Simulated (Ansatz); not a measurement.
# Trial structures of Ga4P: starts and ends

The calculation used DFT PBE, scalar-relativistic, plane waves, PAW (Ansatz). Settings: cutoff 420 eV, Γ-centred meshes spaced at most about 0.3 Å⁻¹, and about 0.25 Å⁻¹ or finer for metals (2π included), Gaussian smearing. No spin polarisation in the final relaxations.

Each guess was relaxed in cell and atoms at zero pressure, within the symmetry of its start. All energies are static (0 K, no zero-point motion). Coordination counts Ga atoms around P (those within 1.25 times the shortest such distance or 1.15 times the sum of covalent radii, 1.27 where that leaves under three).

```csv
guess,made from,start group,V start (Å³/atom),end group,V end (Å³/atom),coordination at the end,gap on mesh (eV),E over the lowest end (meV/atom)
1,PtPb4 type,P4/nbm,18.6,P4/nbm,19.0,P 8,0,0
2,SnI4 type,P-43m,20.6,P-43m,21.0,P 4,0,100
3,PbF4 type,I4/mmm,17.7,I4/mmm,19.8,P 6,0,90
4,NiHg4 type,Im-3m,18.0,?,?,?,?,?
```

Guess 4 as it starts:

```
Ga P
1.0
    -2.82549    2.82549    2.82549
     2.82549   -2.82549    2.82549
     2.82549    2.82549   -2.82549
Ga P
4 1
Direct
  0.00000 0.00000 0.50000
  0.50000 0.00000 0.00000
  0.50000 0.50000 0.50000
  0.00000 0.50000 0.00000
  0.00000 0.00000 0.00000
```

Task: Predict the end of this guess and its energy over the lowest end.

Result: It ends in space group Im-3m (No. 229), with a = 5.952 Å, 21.1 Å³/atom and no gap; its coordination is P 8. It lies 224 meV/atom over the lowest end, above guess 2 and so the highest of the set. Counting Ga atoms around P, this end and the lowest (guess 1) both have P 8.

```cif
data_structure
_symmetry_space_group_name_H-M 'Im-3m'
_symmetry_Int_Tables_number 229
_cell_length_a 5.9515
_cell_length_b 5.9515
_cell_length_c 5.9515
_cell_angle_alpha 90.000
_cell_angle_beta 90.000
_cell_angle_gamma 90.000
_cell_volume 210.81
loop_
_atom_site_label
_atom_site_type_symbol
_atom_site_symmetry_multiplicity
_atom_site_Wyckoff_symbol
_atom_site_fract_x
_atom_site_fract_y
_atom_site_fract_z
_atom_site_occupancy
Ga1 Ga 8 c 0.25000 0.25000 0.75000 1
P1 P 2 a 0.00000 0.00000 0.00000 1
```

The zero of energy is the elements' standard structures at the same level; no fitted shifts are applied. The references include black phosphorus.

Task: Is the lowest end bound against the elements?

Result: No: its formation energy is +0.03 eV/atom. The separate elements lie lower, so it is unstable against them.

For metals, differences of a few meV/atom aren't resolved. A magnetic state wasn't ruled out in cells without spin, among them I4/mmm, P-43m, Im-3m. The reference form of P is held partly by dispersion forces, which this level lacks. Cells relaxed within their symmetry can be saddle points. A lower structure may well exist outside this small set. Some structure types and database cells were kept out of the candidates from the start, so a known form may be missing.
